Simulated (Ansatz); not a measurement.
Ansatz (a first-principles code) input:

Ansatz 0.2 input:
```yaml
crystal:
  lattice:
    - [3.6489356938, 0.0, 0.0]
    - [-1.8244678469, 3.1600710076, 0.0]
    - [0.0, 0.0, 11.7570971769]
  atoms:
    - { symbol: La, position: [0.0, 0.0, 0.0] }
    - { symbol: La, position: [0.0, 0.0, 0.5] }
    - { symbol: La, position: [0.3333333333, 0.6666666667, 0.25] }
    - { symbol: La, position: [0.6666666667, 0.3333333333, 0.75] }
kpoints:
  mp_grid: { grid: [23, 23, 6] }
hamiltonian:
  xc: pbesol
  pseudopotentials: { kind: paw }
scf:
  occupations: { method: fermi_dirac, width: 0.1 }
elastic: { mode: relaxed_ion, stencil: two_point, amplitude: 0.005, f_tol: 0.0005 }
```

Output (shortened):

```
Pseudopotential: La, paw, valence charge 11
Functional definition: PBEsol
Crystal: 4 atoms, lattice volume = 135.570 Å³
Basis set: ecut = 420 eV, 2631 PW (Γ), exchange–correlation on 50×50×160 points (8 copies of the dense FFT grid, shifted against one another)
Bands: 27, of which v1, the nominal top of the filled ones, is band 22 counted from 1 (21 counted from 0)
Symmetry: 24 space group operations
Space group: P63/mmc (ITA 194), of the structure as read, at distance tolerance 5.1e-5 Å
k-points: 224 of 3174
automatic band count: the SCF goes on with 32 bands, as 27 were too few: the levels above may hold too much charge
SCF 1 converged in 11 iterations: F = -24645.207485 eV  dr2 = 5.02e-15
Crystal: 4 atoms, lattice volume = 134.892 Å³
Basis set: ecut = 420 eV, 2595 PW (Γ), exchange–correlation on 50×50×160 points (8 copies of the dense FFT grid, shifted against one another)
Bands: 32, of which v1, the nominal top of the filled ones, is band 22 counted from 1 (21 counted from 0)
Symmetry: 8 space group operations
k-points: 576 of 3174
SCF 2 converged in 10 iterations: F = -24645.205930 eV  dr2 = 9.46e-15
relax step   1: F+E_penalty+E_count = -24645.20592964 eV  Δ(F+E_penalty+E_count) = +0.000e0 eV  max|allowed force component| = 4.957e-3 eV/Å  Δτ_max = 0.0000 Å  (10 SCF iters, accepted)
Crystal: 4 atoms, lattice volume = 134.892 Å³
SCF 3 converged in 8 iterations: F = -24645.205962 eV  dr2 = 1.39e-14
relax step   2: F+E_penalty+E_count = -24645.20596225 eV  Δ(F+E_penalty+E_count) = -3.262e-5 eV  max|allowed force component| = 1.952e-3 eV/Å  Δτ_max = 0.0047 Å  (8 SCF iters, accepted)
Crystal: 4 atoms, lattice volume = 134.892 Å³
SCF 4 converged in 8 iterations: F = -24645.205968 eV  dr2 = 5.86e-15
relax step   3: F+E_penalty+E_count = -24645.20596824 eV  Δ(F+E_penalty+E_count) = -5.986e-6 eV  max|allowed force component| = 8.079e-7 eV/Å  Δτ_max = 0.0031 Å  (8 SCF iters, accepted)
Crystal: 4 atoms, lattice volume = 134.892 Å³
SCF 5 converged in 8 iterations: F = -24645.205968 eV  dr2 = 2.95e-14
Crystal: 4 atoms, lattice volume = 136.248 Å³
Basis set: ecut = 420 eV, 2647 PW (Γ), exchange–correlation on 50×50×160 points (8 copies of the dense FFT grid, shifted against one another)
SCF 6 converged in 10 iterations: F = -24645.207803 eV  dr2 = 1.19e-14
relax step   1: F+E_penalty+E_count = -24645.20780306 eV  Δ(F+E_penalty+E_count) = +0.000e0 eV  max|allowed force component| = 4.886e-3 eV/Å  Δτ_max = 0.0000 Å  (10 SCF iters, accepted)
Crystal: 4 atoms, lattice volume = 136.248 Å³
SCF 7 converged in 8 iterations: F = -24645.207840 eV  dr2 = 2.41e-14
relax step   2: F+E_penalty+E_count = -24645.20783957 eV  Δ(F+E_penalty+E_count) = -3.651e-5 eV  max|allowed force component| = 1.271e-4 eV/Å  Δτ_max = 0.0077 Å  (8 SCF iters, accepted)
Crystal: 4 atoms, lattice volume = 136.248 Å³
SCF 8 converged in 9 iterations: F = -24645.207840 eV  dr2 = 2.61e-14
Crystal: 4 atoms, lattice volume = 134.892 Å³
Basis set: ecut = 420 eV, 2607 PW (Γ), exchange–correlation on 50×50×160 points (8 copies of the dense FFT grid, shifted against one another)
SCF 9 converged in 9 iterations: F = -24645.206668 eV  dr2 = 3.88e-15
Crystal: 4 atoms, lattice volume = 136.248 Å³
SCF 10 converged in 7 iterations: F = -24645.207003 eV  dr2 = 2.21e-15
Crystal: 4 atoms, lattice volume = 135.569 Å³
Basis set: ecut = 420 eV, 2619 PW (Γ), exchange–correlation on 50×50×160 points (8 copies of the dense FFT grid, shifted against one another)
Symmetry: 4 space group operations
k-points: 840 of 3174
SCF 11 converged in 10 iterations: F = -24645.207319 eV  dr2 = 2.16e-14
relax step   1: F+E_penalty+E_count = -24645.20731852 eV  Δ(F+E_penalty+E_count) = +0.000e0 eV  max|allowed force component| = 3.523e-5 eV/Å  Δτ_max = 0.0000 Å  (10 SCF iters, accepted)
Crystal: 4 atoms, lattice volume = 135.569 Å³
SCF 12 converged in 8 iterations: F = -24645.207319 eV  dr2 = 8.50e-14
Crystal: 4 atoms, lattice volume = 135.569 Å³
SCF 13 converged in 10 iterations: F = -24645.207319 eV  dr2 = 3.08e-14
relax step   1: F+E_penalty+E_count = -24645.20731852 eV  Δ(F+E_penalty+E_count) = +0.000e0 eV  max|allowed force component| = 3.523e-5 eV/Å  Δτ_max = 0.0000 Å  (10 SCF iters, accepted)
Crystal: 4 atoms, lattice volume = 135.569 Å³
SCF 14 converged in 8 iterations: F = -24645.207319 eV  dr2 = 9.36e-14
SCF converged after 11 iterations
Free energy (F): -24645.207485 eV
Harris-Foulkes:  -24645.207485 eV  (|F-HF|=3.64e-12)
Internal energy: -24645.004889 eV  (E = F + TS)
E sigma→0 (E₀):  -24645.106187 eV
Entropy (-TS):   -0.202597 eV (-50.649 meV/atom)
Fermi energy:    12.120667 eV
--- Per-component energies (eV) ---
  E_band       = -128.281945
  E_kinetic    = 777.705291
  E_local      = -1218.695885  (includes V_loc(G=0)·N_el)
  E_nonlocal   = 385.948412
  E_hartree    = 387.978030
  E_xc         = -555.425214
  E_vxc        = -591.790792  (∫ρ·V_xc dr)
  E_paw        = -21313.256617  (= ΣΔE_a)
  E_vpaw       = -257.405032  (= ΣTr[D̂ρ^β])
  E_aug_tail   = -0.000001  (compensation charges beyond the density's cutoff)
  E_ewald      = -3109.936943
  E_core_change = 0.678038  (= ΣΔE_core)
  E_smearing   = -0.202597  (= −TS)
  E_closure    =  0.000000  (closes the sum)
  Σ components = -24645.207485   (vs F -24645.207485, Δ=0.00e0)
--- Forces (eV/Å), atoms counted from 1 ---
  atom   1  La     0.00000000     0.00000000     0.00000000
  atom   2  La     0.00000000     0.00000000     0.00000000
  atom   3  La     0.00000000     0.00000000     0.00000000
  atom   4  La     0.00000000     0.00000000     0.00000000
  max |Σ_I F_I| component: 6.94e-18 eV/Å
--- Stress (GPa, compression-positive) ---
        0.220023       0.000000       0.000000
        0.000000       0.220023       0.000000
        0.000000       0.000000       0.037892
  P = ⅓ Tr σ = 0.1593 GPa (1.593 kbar)
--- Band table (eV; the first three rows and the last of 224) ---
  k-point 0: bands = ["-20.6235", "-20.4827", "-20.4752", "-20.3275", "-5.1857", "-4.3317", "-4.3251", "-3.6067", "-3.6067", "-3.4879", "-3.4879", "-3.4833", "-3.4833", "-3.3603", "-3.3603", "-3.3291", "8.9523", "10.2314", "10.3129", "10.3272", "12.6875", …
  k-point 1: bands = ["-20.6187", "-20.5172", "-20.4403", "-20.3328", "-5.1582", "-4.5612", "-4.0864", "-3.6027", "-3.6027", "-3.5174", "-3.5174", "-3.4535", "-3.4535", "-3.3664", "-3.3646", "-3.3646", "9.0147", "10.1001", "10.2466", "10.4108", "12.6597", …
  k-point 2: bands = ["-20.6045", "-20.5521", "-20.4041", "-20.3482", "-5.0769", "-4.7707", "-3.8515", "-3.5907", "-3.5907", "-3.5467", "-3.5467", "-3.4743", "-3.4234", "-3.4234", "-3.3773", "-3.3773", "9.1940", "9.7902", "10.2892", "10.4021", "12.7262", …
  k-point 223: bands = ["-20.2824", "-20.2824", "-20.2692", "-20.2692", "-4.7795", "-4.7795", "-4.6892", "-4.6892", "-4.4484", "-4.4484", "-4.3484", "-4.3484", "-3.8311", "-3.8311", "-3.7709", "-3.7709", "10.8314", "10.8314", "11.7219", "11.7219", "12.1230", …
--- Elastic constants: 3 strain directions × 2 members + reference (group order 24) ---
  dense FFT box of the reference and of every strained cell: 25×25×80
  strains applied: 11, 33, 23; error gains …
  C = ∂σ_k/∂η_j (tension-positive GPa; Voigt order 11 22 33 23 13 12):
        54.953     17.215      9.203      0.000      0.000      0.000
        17.215     54.953      9.203      0.000      0.000      0.000
         9.022      9.022     61.426      0.000      0.000      0.000
         0.000      0.000      0.000     15.697      0.000      0.000
         0.000      0.000      0.000      0.000     15.697      0.000
         0.000      0.000      0.000      0.000      0.000     18.869
  reference stress σ⁰ (GPa):     -0.220     -0.220     -0.038      0.000      0.000      0.000
  moduli (Voigt/Reuss/Hill, GPa): K = 26.91/26.91/26.91   G = 19.11/18.43/18.77   E = 45.69   ν = 0.217
  mechanically stable: yes (min eigenvalue of sym C = 15.70 GPa)
  strain η (Voigt 11):  stress-route row diagonal C_11 = 54.95 GPa, energy-path curvature d²(F+E_count+ΔE)/dδ²/Ω₀ = 54.95 GPa
         δ    σ_11 (GPa)             F (eV)   n_scf  n_hpsi   n_pw
    -5.000e-3      -0.4986      -24645.2059682       8  334729   2684   relax 3 steps, max|allowed force component| 8.08e-7 eV/Å
     5.000e-3       0.0509      -24645.2078396       9  347575   2710   relax 2 steps, max|allowed force component| 1.27e-4 eV/Å
  strain η (Voigt 33):  stress-route row diagonal C_33 = 61.43 GPa, energy-path curvature d²(F+E_count+ΔE)/dδ²/Ω₀ = 61.42 GPa
         δ    σ_33 (GPa)             F (eV)   n_scf  n_hpsi   n_pw
    -5.000e-3      -0.3504      -24645.2066682       9  160791   2676   relax 0 steps, max|allowed force component| 1.85e-17 eV/Å
     5.000e-3       0.2639      -24645.2070028       7  136641   2698   relax 0 steps, max|allowed force component| 4.34e-17 eV/Å
  strain η (Voigt 23):  stress-route row diagonal C_44 = 15.70 GPa, energy-path curvature d²(F+E_count+ΔE)/dδ²/Ω₀ = 15.76 GPa
         δ    σ_23 (GPa)             F (eV)   n_scf  n_hpsi   n_pw
    -5.000e-3      -0.0785      -24645.2073185       8  502758   2696   relax 1 steps, max|allowed force component| 3.52e-5 eV/Å
     5.000e-3       0.0785      -24645.2073185       8  495912   2696   relax 1 steps, max|allowed force component| 3.52e-5 eV/Å
```

Cost: about 60 core-minutes (a rough figure) on shared cores.

Space group P6_3/mmc (dhcp (α-La type)). The cell was relaxed with PBEsol under the symmetry of its start. As this level gives no gap, shear constants depend on the k-mesh and smearing (Fermi–Dirac, 0.1 eV here). Axis ratios of metals converge slowly with the k-mesh, so a and c are less sure than the volume. Scalar-relativistic: spin–orbit coupling is off unless named, which matters more the heavier the elements.

Potentials: the later of the program's two PAW sets.

Ansatz is a plane-wave DFT program.
